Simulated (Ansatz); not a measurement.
# BiP (PbO-type structure)

The computed numbers are results of PBE, scalar-relativistic (no spin polarisation) in the plane-wave PAW code Ansatz at 420 eV, 8×8×8 k-mesh, Gaussian smearing of 0.05 eV. The datasets are Ansatz's generated set soft_2.

```cif
data_structure
_symmetry_space_group_name_H-M 'P4/nmm:1'
_symmetry_Int_Tables_number 129
_cell_length_a 4.9288
_cell_length_b 4.9288
_cell_length_c 4.4067
_cell_angle_alpha 90.000
_cell_angle_beta 90.000
_cell_angle_gamma 90.000
_cell_volume 107.05
loop_
_atom_site_label
_atom_site_type_symbol
_atom_site_symmetry_multiplicity
_atom_site_Wyckoff_symbol
_atom_site_fract_x
_atom_site_fract_y
_atom_site_fract_z
_atom_site_occupancy
Bi1 Bi 2 c 0.50000 0.00000 0.30366 1
P1 P 2 a 0.00000 0.00000 0.00000 1
```

The start was a prototype's sites filled with these elements, not a measured cell.

The cell above was scaled in volume, and shape and atoms were relaxed at each volume within its symmetry. Energies are counted from the cell above.

The cell is relaxed to zero pressure at this level.

| V (Å³/atom) | ΔE (meV/atom) | P (GPa) |
| --- | --- | --- |
| 25.29 | 6.0 | 1.41 |
| 25.69 | 3.0 | 0.95 |
| 26.23 | 0.7 | 0.43 |
| 26.76 | 0.0 | 0.00 |
| 27.30 | 0.6 | -0.40 |
| 27.83 | 2.2 | -0.66 |
| 28.64 | 5.7 | -0.91 |
| 29.44 | 9.7 | -0.84 |

Q: Can a bulk modulus be trusted from these points?

A: No. The energies are smooth (scatter 0.04 meV/atom), but the pressures don't fall steadily as the cell grows, and the fit's B0′ of 13.5 is out of the usual range: the curve is too flat or too lopsided over this range, as for soft or weakly bound crystals, and a third-order form can't fix it.

These numbers lack spin–orbit coupling. The run is a metal.
